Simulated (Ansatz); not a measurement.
**Mo (Im-3m) as a metal**

```xyz
1
Lattice="-1.5645 1.5645 1.5645 1.5645 -1.5645 1.5645 1.5645 1.5645 -1.5645" Properties=species:S:1:pos:R:3 pbc="T T T"
Mo    0.0000    0.0000    0.0000
```

Level of theory, where no other is named: PBEsol, all-electron LAPW in Ansatz 0.2.0, scalar-relativistic. k mesh 16×16×16, fine mesh 24×24×24, Fermi-Dirac smearing of 0.080 eV, basis error target 1 meV/atom. The cell was relaxed by PAW under this functional.

Levels and slopes are solved on a 24×24×24 mesh, and each state is taken as quadratic over its cell.

(1) What is the density of states at the Fermi level, and which bare Sommerfeld coefficient follows?

(2) What Drude plasma energy and σ/τ do the band velocities give?

(3) Which bands cross the Fermi level, and what do they carry?

(4) Map the plane k₃ = 0 of the mesh: how many bands lie under the Fermi level at each point, counted from the least on the plane?

(5) Tabulate the nesting function ξ(q) = Σ δ(ε_k) δ(ε_k+q) on the lines that the mesh holds, over its zone mean.

(6) On PAW files the program sums the optical response inside the mesh cells, interband lines and its own Drude term. Where does ε₁ rise through zero (a sharp plasmon if ε₂ is small there), and how much light is reflected?

(7) What does PAW give for the same cell?

## Answers

(1) N(E_F) = 0.582 states/eV/atom (both spins), so γ = (π²/3) k_B² N(E_F) = 1.37 mJ/(mol-atom K²) without electron-phonon or spin-fluctuation enhancement.

(2) (ħω_p,α)² = (e²/ε₀VN_k) Σ_nkσ (∂E/∂k_α)² δ(E − E_F) gives ħω_p = (8.96, 8.96, 8.96) eV along x, y, z, and σ/τ = ε₀ω_p² = 16.4×10²⁰ Ω⁻¹m⁻¹s⁻¹ along x. Weighted by the density of states, the mean Fermi speed is 0.851×10⁶ m/s; the surface has an area of 26.4 Å⁻² for each spin direction.

(3) 

```
band  filled part  N (states/eV/cell)  speed (10⁶ m/s)  5th to 95th percentile  area (Å⁻²)        filling
   1         0.90               0.207             1.15            0.91 to 1.49        12.7  partly filled
   2         0.10               0.324            0.664            0.34 to 0.95        11.5  partly filled
   3         0.01              0.0508            0.809            0.65 to 1.01        2.19   nearly empty
```

(4) k₁ runs to the right and k₂ upwards, each from −½ to ½ with 0 in the middle (the axes needn't be at right angles):
```
000011111100000011111100
000011111110000011111110
100111111111100111111111
111111111111111111111111
111111111111111111111111
111111111111111111111111
111111111111111111111111
111111112222211111111111
111111112222221111111100
001111112222222111111000
000111112222222211111000
000111112222222221111100
000011111222222221111100
000011111122222221111110
100111111112222221111111
111111111111222221111111
111111111111111111111111
111111111111111111111111
111111111111111111111111
111111111111111111111111
111111111100111111111100
001111111000001111111000
000111111000000111111000
000111111100000111111100
```

(5) The deltas are Gaussians of 0.1 to 0.2 eV, set by mesh and band speed, and are averaged over mesh cells, which smears them further. ξ grows towards q = 0 in any metal, and zigzags from point to point can be the mesh's; no second mesh was run.

| Property | Result |
| --- | --- |
| Fine mesh | 24, 24, 24 |

| line | part | nesting |
| --- | --- | --- |
| Gamma-H | 0.167 | 1.61 |
| Gamma-H | 0.333 | 1.165 |
| Gamma-H | 0.5 | 1.551 |
| Gamma-H | 0.667 | 1.076 |
| Gamma-H | 0.833 | 1.634 |
| Gamma-H | 1 | 3.334 |
| H-N | 0 | 3.334 |
| H-N | 0.167 | 1.958 |
| H-N | 0.333 | 1.279 |
| H-N | 0.5 | 0.9248 |
| H-N | 0.667 | 1.16 |
| H-N | 0.833 | 1.38 |
| H-N | 1 | 1.642 |
| N-Gamma | 0 | 1.642 |
| N-Gamma | 0.167 | 1.679 |
| N-Gamma | 0.333 | 1.093 |
| N-Gamma | 0.5 | 0.9865 |
| N-Gamma | 0.667 | 1.261 |
| N-Gamma | 0.833 | 2.084 |
| Gamma-P | 0.167 | 1.647 |
| Gamma-P | 0.333 | 1.034 |
| Gamma-P | 0.5 | 0.3843 |
| Gamma-P | 0.667 | 0.6237 |
| Gamma-P | 0.833 | 0.991 |
| Gamma-P | 1 | 1.939 |
| P-H | 0 | 1.939 |
| P-H | 0.167 | 1.037 |
| P-H | 0.333 | 0.6035 |
| P-H | 0.5 | 0.3621 |
| P-H | 0.667 | 0.9232 |
| P-H | 0.833 | 1.604 |
| P-H | 1 | 3.334 |
| P-N | 0 | 1.939 |
| P-N | 0.167 | 1.632 |
| P-N | 0.333 | 0.9237 |
| P-N | 0.5 | 1.031 |
| P-N | 0.667 | 1.008 |
| P-N | 0.833 | 1.132 |
| P-N | 1 | 1.642 |

(6) 

| Quantity | Value |
| --- | --- |
| Fine mesh | 24, 24, 24 |
| Window top | 25 eV |
| Line width | 0.25 eV |
| Drude damping | 0.1 eV |
| ε₁ rises through zero at x | 1.52, 10.79, 14.47, 23.96 eV |
| ε₂ there x | 28.25, 0.67, 2.07, 0.35 |
| Plasma energy (x, y, z) | 8.862, 8.862, 8.862 eV |
| Reflectivity at 1 eV, x-polarised | 0.8496 |
| Reflectivity at 2 eV, x-polarised | 0.6026 |
| Reflectivity at 3 eV, x-polarised | 0.5971 |

The plasma energy here is the program's own sum at the run's smearing; it differs from the value above by up to 1 %, through mesh and smearing.

(7) N(E_F) = 0.582 states/eV/atom and ħω_p,x = 8.96 eV.

Caveats: these sums move with the mesh, by several per cent and more for small sheets; frozen-core PAW files fitted under PBE, their cores solved anew for the functional of the run.
